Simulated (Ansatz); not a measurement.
**Bands of LaIn$_{3}$**

```xyz
4
Lattice="4.7741 0.0000 0.0000 0.0000 4.7741 0.0000 0.0000 0.0000 4.7741" Properties=species:S:1:pos:R:3 pbc="T T T"
La    0.0000    0.0000    0.0000
In    2.3870    0.0000    2.3870
In    0.0000    2.3870    2.3870
In    2.3870    2.3870    0.0000
```

Atoms are numbered in the order listed.

Structure from Materials Project entry mp-20729 (possibly hypothetical), not relaxed further.

Spin–orbit coupling is left out, though it moves levels of the heavy atoms by tenths of an eV or more.

Theory: Ansatz 0.2.0, DFT, LDA, all-electron LAPW, scalar-relativistic.

Numerical set-up: a Γ-centred 9×9×9 k mesh, Fermi–Dirac smearing of 0.05 eV, basis error target 1 meV/atom, no spin polarisation.

Points in fractions of the reciprocal vectors of this cell: Γ (0, 0, 0), X (0, 0.5, 0), M (0.5, 0.5, 0), R (0.5, 0.5, 0.5). The path joins them by straight lines in the order Γ–X–M–Γ–R–X–R–M; legs that retrace an earlier one aren't tabulated. Energies are in eV from the Fermi level.

Question: List the levels at Γ between -5 and 2 eV.

Answer: -3.04 (×2), -0.99 (×3), 1.48 (×3), 1.99.

Question: List the levels at X between -5 and 2 eV.

Answer: -2.02, -1.31 (×2), -0.96, 1.19 (×2), 1.68, 1.97.

Question: List the levels at R between -5 and 2 eV.

Answer: -4.93 (×3), -3.17, -1.24 (×3), 1.92 (×3), 1.99 (×3).

Question: What is the band gap?

Answer: none: bands cross the Fermi level, a metal.
